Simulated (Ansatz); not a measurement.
Cs₂CaBr₄ in space group I4/mmm (No. 139; Cs on 4e, Ca on 2a, Br on 4e, Br on 4c), PBEsol in the plane-wave PAW code Ansatz. The conduction-band minimum lies at Γ, with 1 equivalent valley. Second derivatives d²E/dk² of the lowest band at one valley (eV·Å²), along Cartesian directions:

```tsv
direction	d²E/dk²
[100]	21.91
[010]	21.91
[001]	20.65
[110]	21.90
[101]	21.28
[011]	21.28
```

Problem. Find the principal effective masses, the density-of-states mass and the conductivity mass.

Solution. Off-diagonal terms follow from H_xy = H[110] − (H_xx + H_yy)/2, and m*/mₑ = 7.620 eV·Å² over each eigenvalue: 0.35, 0.35, 0.37. One valley's DOS mass (m₁m₂m₃)^(1/3) = 0.35, conductivity mass 3/(Σ 1/mᵢ) = 0.35 mₑ.

Problem. What effective density of states Nc follows at 300 K for parabolic valleys?

Solution. Nc = 2.509e19 × 1 × (0.35)^(3/2) ≈ 5.2e18 cm⁻³.

The first step of the workflow began from a Materials Project structure, measured or hypothetical; the Crystallography Open Database copy checked does not list it. Whether it is the stable phase at ambient conditions was not checked. The PBEsol relaxation kept the symmetry of its start; its stability against distortions is not shown here. Spin–orbit coupling is left out wherever it is not named.

Potentials: the later of the program's two PAW sets.

Edges and masses are those of Kohn–Sham bands, whose gap is no quasiparticle gap.
